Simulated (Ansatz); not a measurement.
The cell below belongs to a search over invented structures; it isn't taken from experiment.

Input and command of a plane-wave DFT calculation in Ansatz:

```yaml
crystal:
  lattice:
    - [4.85205866, 0.0, 0.0]
    - [0.0, 4.85205866, 0.0]
    - [0.0, 0.0, 7.8696088]
  atoms:
    - { symbol: Sn, position: [0.5, 0.5, 0.5] }
    - { symbol: Ge, position: [0.0, 0.0, 0.5] }
    - { symbol: P, position: [0.0, 0.5, 0.71678793] }
    - { symbol: P, position: [0.5, 0.0, 0.71678793] }
    - { symbol: P, position: [0.0, 0.5, 0.28321207] }
    - { symbol: P, position: [0.5, 0.0, 0.28321207] }
    - { symbol: P, position: [0.0, 0.0, 0.27156762] }
    - { symbol: P, position: [0.0, 0.0, 0.72843238] }
basis:
  ecutwfc: 420
kpoints:
  mp_grid: { grid: [4, 4, 2] }
hamiltonian:
  xc: pbe
scf:
  occupations: { method: gaussian, width: 0.2 }
  lower_state_search: "off"
output:
  forces: true
  stress: true
  eigenvalues: true
relax:
  adjacent_minimum: "off"
  f_tol: 0.08
  max_steps: 16
  cell: { stress_tol: 0.8 }
```

```bash
ansatz run input.yaml --threads 1 --pin off --max-ram 2560MiB --backend cpu --events-out ev --progress --plain --runs-dir out
```

Processor: Intel(R) Xeon(R) Platinum 8259CL CPU @ 2.50GHz (Skylake/Cascade Lake), 1 thread, on a host shared with other jobs.

Q: How long does it run, and how much memory does it take?

A: About 2.2 min, peak memory 0.54 GiB. It solves 37 bands at 12 k points (after reduction by symmetry) with about 4277 plane waves (on the last cell), in 102 SCF iterations over 16 ionic steps.
